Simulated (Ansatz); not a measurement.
Theory: DFT PBE, scalar-relativistic, plane waves, PAW in Ansatz. All cells share a 420 eV cutoff and Γ-centred k meshes spaced at most about 0.3 Å⁻¹ (about 0.25 or finer for metals, 2π included). No spin polarisation in the final relaxations.

All energies are static (0 K, no zero-point motion). All come from trial cells, and lower structures may exist.

Question: These unrelaxed guesses for AlInAsP₃ are each relaxed within their symmetry. Order them by the energy at which they end, lowest first.
A.

```cif
data_structure
_symmetry_space_group_name_H-M 'P-6m2'
_symmetry_Int_Tables_number 187
_cell_length_a 5.8482
_cell_length_b 5.8482
_cell_length_c 4.2999
_cell_angle_alpha 90.000
_cell_angle_beta 90.000
_cell_angle_gamma 120.000
_cell_volume 127.36
loop_
_atom_site_label
_atom_site_type_symbol
_atom_site_symmetry_multiplicity
_atom_site_Wyckoff_symbol
_atom_site_fract_x
_atom_site_fract_y
_atom_site_fract_z
_atom_site_occupancy
Al1 Al 1 e 0.66667 0.33333 0.00000 1
In1 In 1 a 0.00000 0.00000 0.00000 1
P1 P 3 k 0.66505 0.83253 0.50000 1
As1 As 1 c 0.33333 0.66667 0.00000 1
```

B.

```cif
data_structure
_symmetry_space_group_name_H-M 'P-6m2'
_symmetry_Int_Tables_number 187
_cell_length_a 6.1986
_cell_length_b 6.1986
_cell_length_c 3.8659
_cell_angle_alpha 90.000
_cell_angle_beta 90.000
_cell_angle_gamma 120.000
_cell_volume 128.64
loop_
_atom_site_label
_atom_site_type_symbol
_atom_site_symmetry_multiplicity
_atom_site_Wyckoff_symbol
_atom_site_fract_x
_atom_site_fract_y
_atom_site_fract_z
_atom_site_occupancy
Al1 Al 1 a 0.00000 0.00000 0.00000 1
In1 In 1 c 0.33333 0.66667 0.00000 1
P1 P 3 k 0.01297 0.50648 0.50000 1
As1 As 1 e 0.66667 0.33333 0.00000 1
```

C.

```cif
data_structure
_symmetry_space_group_name_H-M 'P-6m2'
_symmetry_Int_Tables_number 187
_cell_length_a 5.8482
_cell_length_b 5.8482
_cell_length_c 4.2999
_cell_angle_alpha 90.000
_cell_angle_beta 90.000
_cell_angle_gamma 120.000
_cell_volume 127.36
loop_
_atom_site_label
_atom_site_type_symbol
_atom_site_symmetry_multiplicity
_atom_site_Wyckoff_symbol
_atom_site_fract_x
_atom_site_fract_y
_atom_site_fract_z
_atom_site_occupancy
Al1 Al 1 a 0.00000 0.00000 0.00000 1
In1 In 1 e 0.66667 0.33333 0.00000 1
P1 P 3 k 0.33172 0.16586 0.50000 1
As1 As 1 c 0.33333 0.66667 0.00000 1
```

D.

```cif
data_structure
_symmetry_space_group_name_H-M 'P4mm'
_symmetry_Int_Tables_number 99
_cell_length_a 5.1389
_cell_length_b 5.1389
_cell_length_c 5.6597
_cell_angle_alpha 90.000
_cell_angle_beta 90.000
_cell_angle_gamma 90.000
_cell_volume 149.46
loop_
_atom_site_label
_atom_site_type_symbol
_atom_site_symmetry_multiplicity
_atom_site_Wyckoff_symbol
_atom_site_fract_x
_atom_site_fract_y
_atom_site_fract_z
_atom_site_occupancy
Al1 Al 1 a 0.00000 0.00000 0.75217 1
In1 In 1 b 0.50000 0.50000 0.67107 1
P1 P 1 a 0.00000 0.00000 0.03047 1
P2 P 1 b 0.50000 0.50000 0.98261 1
P3 P 1 b 0.50000 0.50000 0.28647 1
As1 As 1 a 0.00000 0.00000 0.30623 1
```

Answer: D (ends in P4mm, 0 meV/atom), C (ends in P-6m2, 153 meV/atom), A (ends in P-6m2, 256 meV/atom), B (ends in P-6m2, 0.47 eV/atom). Even the lowest end lies +0.19 eV/atom against the elements.

Cells relaxed within their symmetry can be saddle points. Some structure types and database cells were kept out of the candidates from the start, so a known form may be missing.
